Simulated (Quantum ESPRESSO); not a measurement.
# Band energies of LiC

```
LiC
1.0
   -1.78696     2.40341     2.65190
    1.78696    -2.40341     2.65190
    1.78696     2.40341    -2.65190
Li C
2 2
Direct
  0.73854   0.23854   0.50000
  0.26146   0.76146   0.50000
  0.86904   0.00000   0.86904
  0.13096   0.00000   0.13096
```

norm-conserving PBEsol (Quantum ESPRESSO, 82 Ry, no spin-orbit coupling); path ΓXLTWRX1ZΓYSW,L1Y,Y1Z; energies in eV from the valence-band maximum.

| k (1/Å) | point | band 3 | band 4 | band 5 | band 6 | band 7 | band 8 | band 9 | band 10 |
|---|---|---|---|---|---|---|---|---|---|
| 0.00 | Γ | -12.25 | -2.18 | -1.93 | -0.40 | -0.28 | 3.14 | 6.43 | 7.83 |
| 0.43 |  | -12.13 | -2.24 | -2.03 | -0.77 | -0.73 | 3.66 | 5.26 | 7.66 |
| 0.96 |  | -11.88 | -2.97 | -2.51 | -1.58 | -0.69 | 4.93 | 5.53 | 6.64 |
| 1.28 | X | -11.86 | -3.62 | -2.10 | -1.98 | -0.69 | 6.07 | 6.81 | 6.97 |
| 1.28 | L | -11.87 | -3.64 | -2.08 | -1.97 | -0.63 | 5.75 | 6.77 | 7.31 |
| 1.39 |  | -11.87 | -3.56 | -2.17 | -1.88 | -0.52 | 5.09 | 6.46 | 7.68 |
| 1.95 | T | -11.90 | -3.41 | -2.07 | -1.52 | -0.23 | 3.35 | 5.44 | 10.19 |
| 2.42 |  | -11.89 | -3.29 | -2.26 | -1.87 | -0.02 | 3.96 | 5.78 | 9.76 |
| 2.54 | W | -11.89 | -3.27 | -2.29 | -1.90 | 0.00 | 4.03 | 5.82 | 9.74 |
| 2.98 |  | -11.90 | -2.91 | -2.82 | -1.12 | -0.61 | 3.51 | 6.70 | 9.03 |
| 3.19 | R | -11.90 | -2.91 | -2.75 | -0.93 | -0.85 | 3.34 | 7.32 | 8.25 |
| 3.50 |  | -11.88 | -3.02 | -2.74 | -1.34 | -0.65 | 4.07 | 7.10 | 7.22 |
| 3.91 | X1 | -11.86 | -3.62 | -2.10 | -1.98 | -0.69 | 6.07 | 6.81 | 6.97 |
| 4.03 |  | -11.88 | -3.81 | -2.08 | -1.82 | -0.73 | 6.61 | 7.14 | 7.19 |
| 4.39 | Z | -11.91 | -4.08 | -2.22 | -1.18 | -0.90 | 7.13 | 7.71 | 7.72 |
| 4.58 |  | -11.93 | -3.99 | -2.29 | -1.13 | -0.76 | 7.28 | 7.29 | 7.61 |
| 4.98 |  | -12.08 | -3.31 | -2.35 | -0.75 | -0.29 | 5.25 | 7.01 | 8.27 |
| 5.47 |  | -12.25 | -2.23 | -1.95 | -0.39 | -0.30 | 3.22 | 6.44 | 7.85 |
| 5.57 | Γ | -12.25 | -2.18 | -1.93 | -0.40 | -0.28 | 3.14 | 6.43 | 7.83 |
| 5.97 |  | -12.17 | -3.44 | -1.04 | -0.57 | -0.44 | 4.28 | 6.27 | 8.12 |
| 6.46 |  | -11.98 | -4.14 | -1.97 | -0.96 | -0.34 | 6.73 | 6.92 | 7.11 |
| 6.76 | Y | -11.91 | -4.09 | -2.20 | -1.16 | -0.84 | 7.12 | 7.62 | 7.63 |
| 6.96 |  | -11.94 | -4.10 | -2.12 | -1.07 | -0.59 | 7.02 | 7.28 | 7.30 |
| 7.36 |  | -12.04 | -4.17 | -1.35 | -0.73 | -0.33 | 5.67 | 6.30 | 8.05 |
| 7.56 | S | -12.06 | -4.19 | -0.97 | -0.66 | -0.51 | 5.46 | 6.12 | 8.51 |
| 7.83 |  | -12.03 | -4.06 | -1.17 | -1.10 | -0.28 | 5.45 | 5.53 | 8.97 |
| 8.26 |  | -11.91 | -3.42 | -2.17 | -1.75 | -0.03 | 4.15 | 5.78 | 9.93 |
| 8.44 | W | -11.89 | -3.27 | -2.29 | -1.90 | 0.00 | 4.03 | 5.82 | 9.74 |
| 8.44 | L1 | -11.87 | -3.64 | -2.08 | -1.97 | -0.63 | 5.75 | 6.77 | 7.31 |
| 8.63 |  | -11.89 | -3.92 | -2.11 | -1.63 | -0.70 | 6.60 | 7.30 | 7.50 |
| 8.92 | Y | -11.91 | -4.09 | -2.20 | -1.16 | -0.84 | 7.12 | 7.62 | 7.63 |
| 8.92 | Y1 | -11.91 | -4.09 | -2.20 | -1.16 | -0.84 | 7.12 | 7.62 | 7.63 |
| 9.04 | Z | -11.91 | -4.08 | -2.22 | -1.18 | -0.90 | 7.13 | 7.71 | 7.72 |

The PBEsol gap is indirect, 3.14 eV, from W to Γ; the smallest direct gap is 3.42 eV.

Geometry relaxed with PBEsol.

Letters of k points follow the standard setting of the lattice, whose axes may be ordered differently from the printed cell.
